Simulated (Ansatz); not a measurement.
Be (hcp, Mg type)

```xyz
4
Lattice="4.5290 0.0000 0.0000 -1.1322 1.9611 0.0000 0.0000 0.0000 3.5609" Properties=species:S:1:pos:R:3 pbc="T T T"
Be     0.0000     1.3074     2.6707
Be     2.2645     1.3074     2.6707
Be     1.1322     0.6537     0.8902
Be     3.3967     0.6537     0.8902
```

A phonon eigenvector at M = (0.5, 0.0, 0.0) is frozen into this cell: atom i moves by Q times the vector below, so Q is the largest atomic displacement, in Å. The cell is held. (q is in reciprocal vectors of the primitive cell; the cell shown is doubled to hold the pattern.)

```
atom       x       y      z
----  ------  ------  -----
Be1    0.500  -0.866  0.000
Be2   -0.500   0.866  0.000
Be3    0.500  -0.866  0.000
Be4   -0.500   0.866  0.000
```

Method: PBE (plane waves to 420 eV, PAW, scalar-relativistic; Ansatz, a quantum-chemistry and plane-wave program). k mesh 23×23×13 (Γ-centred), Fermi-Dirac smearing 0.05 eV. Energies are smeared free energies. With partly filled bands, energies and forces of such displacements shift with the k mesh and the smearing. Be was relaxed with its symmetry unable to fall. The PAW data are Ansatz's earlier set. The zero of ΔE is the undisplaced structure. The last digit holds for this mesh only.

```json
[
 {"Q (Å)": "-0.1000", "ΔE (meV/cell)": "106.5"},
 {"Q (Å)": "-0.0833", "ΔE (meV/cell)": "74.4"},
 {"Q (Å)": "-0.0667", "ΔE (meV/cell)": "47.8"},
 {"Q (Å)": "-0.0500", "ΔE (meV/cell)": "27.0"},
 {"Q (Å)": "-0.0333", "ΔE (meV/cell)": "withheld"},
 {"Q (Å)": "-0.0167", "ΔE (meV/cell)": "3.0"},
 {"Q (Å)": "0.0000", "ΔE (meV/cell)": "0.0"},
 {"Q (Å)": "0.0167", "ΔE (meV/cell)": "3.0"},
 {"Q (Å)": "0.0333", "ΔE (meV/cell)": "withheld"},
 {"Q (Å)": "0.0500", "ΔE (meV/cell)": "27.0"},
 {"Q (Å)": "0.0667", "ΔE (meV/cell)": "47.8"},
 {"Q (Å)": "0.0833", "ΔE (meV/cell)": "74.4"},
 {"Q (Å)": "0.1000", "ΔE (meV/cell)": "106.5"}
]
```

Fit an even polynomial form (powers 2, 4) to the given rows and predict ΔE at Q = -0.0333.

Least squares on the 11 given rows: ΔE = (10850)·Q² + (-19300)·Q⁴, in meV/cell with Q in Å; root-mean-square residual 0.05 meV/cell. At -0.0333 the fit gives 12.0 meV/cell; the calculation gives 12.0 meV/cell, the same to the digits shown. The quadratic term alone would give 12.0 meV/cell.

(For displaced atoms, the force is minus the slope of the energy, and its curvature is a force constant, which sets phonon frequencies.)
